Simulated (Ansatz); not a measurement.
# NaCaScS3O12: Electric field gradients

The cell is a Materials Project structure (computed, not necessarily an observed phase).

Space group R3c:H (No. 161); a = 8.9724, c = 23.8416 Å, γ = 120.00°.

| site | Wyckoff | site symmetry | x | y | z |
| --- | --- | --- | --- | --- | --- |
| Na | 6a | 3. | 0.0000 | 0.0000 | 0.5009 |
| Ca | 6a | 3. | 0.0000 | 0.0000 | 0.6487 |
| Sc | 6a | 3. | 0.0000 | 0.0000 | 0.3495 |
| S | 18b | 1 | 0.3244 | 0.9575 | 0.4164 |
| O13 | 18b | 1 | 0.0121 | 0.2119 | 0.6992 |
| O19 | 18b | 1 | 0.9730 | 0.7894 | 0.3007 |
| O25 | 18b | 1 | 0.8071 | 0.0090 | 0.5892 |
| O31 | 18b | 1 | 0.1633 | 0.9696 | 0.4115 |

One atom of each set is listed; the run and its k-mesh use a cell of 36 atoms with edges of 9.49, 9.49, 9.49 Å.

All values are calculated (Ansatz; DFT, r2SCAN, plane waves and PAW, scalar-relativistic, 500 eV cutoff, Γ-centred 3×3×3 k-points, Fermi–Dirac smearing 0.02 eV), not measured.

C_Q = eQV_zz/h, which is 24.18 MHz for Q = 1 b and V_zz = 10²¹ V/m²; η = (V_xx − V_yy)/V_zz.

²³Na: I = 3/2, Q = 104.0 mb; ⁴³Ca: I = 7/2, Q = -40.80 mb; ⁴⁵Sc: I = 7/2, Q = -220.0 mb; ³³S: I = 3/2, Q = -69.40 mb; ¹⁷O: I = 5/2, Q = -25.58 mb. Q values from Pyykkö, Mol. Phys. 116, 1328 (2018).

(1) Which values are expected at the nuclei?

## Answers

(1) 

```
site  atoms                                                     first shell  V_xx, V_yy, V_zz (10²¹ V/m²)     η  C_Q (MHz)
  Na      2                                              6 O at 2.68–2.75 Å             0.32, 0.32, -0.63  0.00      -1.59
  Ca      2                                              6 O at 2.21–2.27 Å            -0.14, -0.14, 0.27  0.00     -0.271
  Sc      2                                              6 O at 2.13–2.19 Å             0.45, 0.45, -0.89  0.00       4.75
   S      6                                              4 O at 1.46–1.51 Å             0.47, 1.81, -2.28  0.59       3.83
 O13      6                       1 S at 1.46 Å, 1 Ca at 2.21 Å, angle 155°           -6.20, -7.05, 13.24  0.06      -8.19
 O19      6                       1 S at 1.51 Å, 1 Sc at 2.13 Å, angle 157°           -7.14, -7.94, 15.08  0.05      -9.33
 O25      6  1 S at 1.47 Å, 1 Ca at 2.27 Å, angle 147°; also 1 Na at 2.75 Å           -6.34, -7.53, 13.88  0.09      -8.58
 O31      6  1 S at 1.51 Å, 1 Sc at 2.19 Å, angle 142°; also 1 Na at 2.68 Å           -5.99, -8.72, 14.70  0.19      -9.10
```

An axis of threefold or higher order runs through Na, Ca and Sc, so V_zz lies along it and η is zero. At O13, O19, O25 and O31 V_zz points along the shorter of its two bonds, to S (within 5°) in each case.

The largest force is 0.5 eV/Å, so the atoms aren't at the calculated equilibrium and relaxing them would move these values.

Hardware: 1 thread of Intel Xeon Platinum 8259CL CPU @ 2.50GHz (Skylake/Cascade Lake) (x86_64; 4 cores open to the job, memory cap 2.5 GiB, no GPU), a shared host with a load of 0.7 a core. Wall time 2.7 min, CPU time 2.7 min, peak memory 2.5 GiB.
